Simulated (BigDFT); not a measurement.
Worked example: self-consistent single point of Mg2, dimer (Mg2) in BigDFT.

Level of theory: BigDFT 1.9.6 with PBE, Daubechies wavelet basis, HGH (Krack) norm-conserving potentials made for PBE, isolated boundary conditions.

```xyz
2

Mg    -1.5228     0.0000     0.0000
Mg     1.5228     0.0000     0.0000
```

Reference input (self-consistent single point, DFT, PBE, Daubechies wavelet basis, HGH (Krack) norm-conserving potentials made for PBE, isolated boundary conditions): basis = Daubechies wavelets; dft.hgrids = 0.405 bohr; dft.rmult = 7 8; dft.ixc = 11; potentials = built-in HGH-K PBE; boundary_conditions = free; dft.gnrm_cv = 1e-04; dft.itermax = 80; dft.idsx = 6; dft.nrepmax = 3; dft.norbv = 4; dft.nvirt = 2. This run's input differs from it in these lines:

```diff
@@ -5,10 +5,14 @@
   ixc: 11
-  gnrm_cv: 1e-04
-  itermax: 80
-  idsx: 6
-  nrepmax: 3
-  norbv: 4
-  nvirt: 2
-  gnrm_cv_virt: 1e-03
-  itermax_virt: 40
+  gnrm_cv: 1e-02
+  itermax: 3
+  idsx: 0
+mix:
+  iscf: 17
+  itrpmax: 80
+  rpnrm_cv: 1e-10
+  norbsempty: 4
+  tel: 0.011025
+  occopt: 2
+  alphamix: 0.5
+  alphadiis: 1.0
 posinp:
```

Log, with long lists cut:

```
  #------------------------------------------------------------------- Self-Consistent Cycle
 Ground State Optimization:
 - Hamiltonian Optimization: &itrp001
   - Subspace Optimization: &itrep001-01
       Wavefunctions Iterations:
       -  &final0001  { #---------------------------------------------------------- iter: 3
 iter:  3, FKS: -1.65729482302727948E+00, gnrm:  3.99E-02, D:  2.45E-02,  #final
        #WARNING: No convergence within the allowed number of minimization steps
   Determine Fermi level and occupation numbers:
     Smearing method                   :  2
     Electronic temperature            :  1.1025E-002
    #WARNING: Occupation numbers do not fill all available levels lastu= 1.7E-04 lastd= 1.7E-04
    #Eigenvalues and New Occupation Numbers
   Orbitals: [
   Fermi Energy                        : -1.22930086965978E-01
   [... 8 blocks of this kind left out ...]

 - Hamiltonian Optimization: &itrp010
   - Subspace Optimization: &itrep010-01
       Wavefunctions Iterations:
 itrp:  10, Mixing on: Density, RhoPot delta per volume unit:  &rpnrm0010  8.83E-11,
       -  &FINAL001  { #----------------------------------------------------------- iter: 2
 iter:  2, FKS: -1.65743621161092314E+00, gnrm:  2.10E-03, D: -3.56E-07,  #FINAL
   Determine Fermi level and occupation numbers:
     Smearing method                   :  2
     Electronic temperature            :  1.1025E-002
    #WARNING: Occupation numbers do not fill all available levels lastu= 2.3E-04 lastd= 2.3E-04
    #Eigenvalues and New Occupation Numbers
   Orbitals: [
   Fermi Energy                        : -1.16194460156370E-01
 Last Iteration                        : *FINAL001
  #---------------------------------------------------------------------- Forces Calculation
 Total electronic charge               :  3.999999999987
 Electric Dipole Moment (AU):
   P vector                            :  [ -8.182601E-04, -6.158116E-04, -6.158116E-04 ]
   norm(P)                             :  1.19498846E-03
   [... lines left out ...]
  #-------------------------------- Warnings obtained during the run, check their relevance!
 WARNINGS:
 BigDFT infocode                       :  0
   [... lines left out ...]
  #-------------------------------------------------------------------- Atomic Forces (Ha/Bohr)
 Atomic Forces (Ha/Bohr):
 -  {Mg: [-7.173074433601E-03, -1.323488980085E-23, -1.323488980085E-23]} # 0001
 -  {Mg: [ 7.173074433601E-03,  1.323488980085E-23,  1.323488980085E-23]} # 0002
 Energy (Hartree)                      : -1.65743621161092314E+00
 Force Norm (Hartree/Bohr)             :  1.01442591479100307E-02
```

The run converged in 10 iterations. Against the reference run the free energy drops by 37.5 meV/atom, the largest force goes from 0.475 to 0.369 eV/Å and the HOMO-LUMO gap goes from 1.916 to 1.934 eV.

The grid can part forces that symmetry would make equal. This run is one point of a test of settings, so its values need not be converged; read them against the reference run alone. The shape was built by hand and not relaxed. No other spin state was tried in this run.

These are the values that this program gave, and no reference: the built-in potentials of some of these elements keep semicore shells in the core, which can shift energies, forces and lattice constants.

Cost on one core: around 24 core-seconds (rough).
